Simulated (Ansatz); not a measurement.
# simple cubic against fcc along the alkali metals

The calculation used DFT, PBEsol, plane waves (420 eV) with PAW, scalar-relativistic (Ansatz 0.2.0). The PAW files were generated under PBE, with cores re-solved for the functional.

Each structure is relaxed within its symmetry, in the lowest magnetic state of the tried starts. Differences under about 8 meV lie within the error of the k-point mesh.

```
element  E(simple cubic) − E(fcc) (meV/atom)  V(simple cubic) (Å³/atom)  V(fcc) (Å³/atom)  state of simple cubic       state of fcc
     Li                                  121                      20.33             20.15      spin not included  spin not included
     Na                                  121                      38.90             36.36      spin not included  spin not included
      K                                  109                      77.03             71.32      spin not included  spin not included
     Rb                                   99                      94.07             87.10      spin not included  spin not included
     Cs                                   99                     119.28            110.45      spin not included  spin not included
```
